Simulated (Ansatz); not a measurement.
Q: Each is relaxed and computed with r²SCAN (plane waves, PAW; program Ansatz). Which is the only one with a gap?
A. ZrAs, P6_3/mmc (Zr on 4f, As on 2a, As on 2d)
B. Te3As2, C2/m (Pearson symbol mS20)
C. Y2Al3Si2, C2/m (Y on 4i, Al on 4i, Al on 2a, Si on 4i)
D. LaAs2Ru2, I4/mmm (La on 2a, As on 4e, Ru on 4d)

A: B, Te3As2, C2/m (Pearson symbol mS20). Te3As2: gap 0.52 eV (indirect); LaAs2Ru2: metal; ZrAs: metal; Y2Al3Si2: metal. Standing as an ambient phase not checked: Te3As2, C2/m (Pearson symbol mS20); LaAs2Ru2, I4/mmm (La on 2a, As on 4e, Ru on 4d); ZrAs, P6_3/mmc (Zr on 4f, As on 2a, As on 2d); Y2Al3Si2, C2/m (Y on 4i, Al on 4i, Al on 2a, Si on 4i). Weakly bound layers, chains or molecules computed without a dispersion correction, so cells and soft constants are ill determined: Te3As2, C2/m (Pearson symbol mS20). All cells were relaxed under the symmetry of their starts (and spin orders); stability against distortions was not tested throughout. Rows with no word on spin ran without spin polarisation. Scalar-relativistic: spin–orbit coupling is off unless named, which matters more the heavier the elements.

Potentials: the earlier of the program's two PAW sets.
